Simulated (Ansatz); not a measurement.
Input:

HfO2:
```
CELL_PARAMETERS angstrom
      5.54068     0.00000     0.00000
      0.00000     3.31669     0.00000
      0.00000     0.00000     6.46826
ATOMIC_POSITIONS crystal
  Hf 0.75212 0.25000 0.10898
  Hf 0.24788 0.75000 0.89102
  Hf 0.74788 0.75000 0.60898
  Hf 0.25212 0.25000 0.39102
  O  0.97752 0.75000 0.34041
  O  0.02248 0.25000 0.65959
  O  0.52248 0.25000 0.84041
  O  0.47752 0.75000 0.15959
  O  0.86021 0.75000 0.92433
  O  0.13979 0.25000 0.07567
  O  0.63979 0.25000 0.42433
  O  0.36021 0.75000 0.57567
```

This is the r²SCAN-relaxed structure. x, y and z are the axes in which the lattice vectors are written.

All from r²SCAN (plane waves, PAW; program Ansatz), unless another level is named. Predict the Young's modulus.

276 GPa.

Predict the elastic constants (relaxed ions, GPa).

C11 = 491, C22 = 361, C33 = 417, C12 = 168, C13 = 199, C23 = 146, C44 = 60.2, C55 = 93.1, C66 = 145.

Predict the highest zone-centre frequency (without LO–TO term).

706 cm⁻¹.

Space group Pnma. The workflow started from a Materials Project entry (that database holds measured and hypothetical structures alike); the Crystallography Open Database copy checked does not list it. It is not the phase usual at ambient conditions (space group No. 14, 29). Symmetry was held in the r²SCAN relaxation; of distortions, only those at the zone centre were tested. No spin polarisation was allowed. Scalar-relativistic: spin–orbit coupling is off unless named, which matters more the heavier the elements.

Potentials: the later of the program's two PAW sets.
